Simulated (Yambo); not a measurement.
Yambo run on Se (space group P3_121, No. 152). The wavefunctions are PBE (stringent potentials; pw.x of Quantum ESPRESSO, ONCV potentials, no spin-orbit coupling) ones on a 3×3×2 mesh (36 occupied bands); a = b = 4.058 Å, c = 5.135 Å, α = β = 90.00°, γ = 120.00°.

Yambo input:

```
rim_cut
gw0
dyson
el_el_corr
HF_and_locXC
cohsex
em1s
RandQpts= 1000000
RandGvec= 1 Ry
EXXRLvcs= 104 Ry
VXCRLvcs= 416 Ry
Chimod= "HARTREE"
% BndsRnXs
 28 | 398 |
%
NGsBlkXs= 15 Ry
% LongDrXs
 1.0 | 1.0 | 1.0 |
%
ExtendOut
% QPkrange
 6 | 6 | 36 | 37 |
%
```

k points by index: 6 = H.

Table of the .qp output:

```
#    K-point    Band    Eo [eV]    E [eV]    E-Eo [eV]    Vxc [eV]    Vnlxc [eV]    Sc|Eo [eV]    Re(Z)    Im(Z)
#
    6    36    0.000000    -2.437220    -2.437220    -14.95676    -16.57106    -0.822916    1.000000    0.000000
    6    37    0.524030    -1.286464    -1.810494    -14.26357    -10.54925    -5.524815    1.000000    0.000000
```
(The two width columns are left out.) Convergence of these settings isn't established.

Geometry relaxed with PBE+D3(BJ).
